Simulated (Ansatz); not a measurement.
## Ge$_{2}$Br, a known structure type with other elements, at an estimated volume

```
Br Ge
1.0
     4.09462    0.00000    0.00000
     2.04731   -8.05101    0.00000
     0.00000    0.00000   -4.05642
Br Ge
2 4
Direct
  0.10600 0.78800 0.75000
  0.89400 0.21200 0.25000
  0.75000 0.50000 0.75000
  0.25000 0.50000 0.25000
  0.44100 0.11800 0.75000
  0.55900 0.88200 0.25000
```

Method: PBEsol, spin-orbit coupling; PAW, plane waves to 420 eV, 5×5×5 Γ-centred mesh, fermi-dirac occupations (width 0.1 eV) (Ansatz 0.2.0), atoms fixed.

The state carries no moments; the state need not be the lowest.

Formation energy: 0.35 eV an atom against the elements' usual phases (free molecules for gases, crystals otherwise, with no correction for O₂ or N₂), so at this geometry it isn't bound against them. Relaxing would lower it.
Charges: Bader charges in e: Ge +0.21 to +0.30, Br -0.51. In the mean Ge gives up most and Br takes most.
Stress: The pressure is -0.3 GPa (compression positive), so with the atoms held at these fractions the cell is close to zero pressure. The principal stresses -2.8, 0.4, 1.6 GPa differ, so its shape would change too.
Electronic structure: It is a metal, with about 4.6 states/eV a cell as the mean within 0.25 eV of the Fermi level, mostly Ge p (75 %) and Br p (13 %).
Forces: The largest is on Br1 (and as large on other atoms): 0.51 eV/Å, components (0.00, -0.51, 0.00). It makes 75° with the line to a nearest neighbour, Ge6 at 2.98 Å.

Origin: a known structure type with other elements, at an estimated volume, so it need not be a known compound. Caveats: the k mesh is coarse if the cell is a metal.
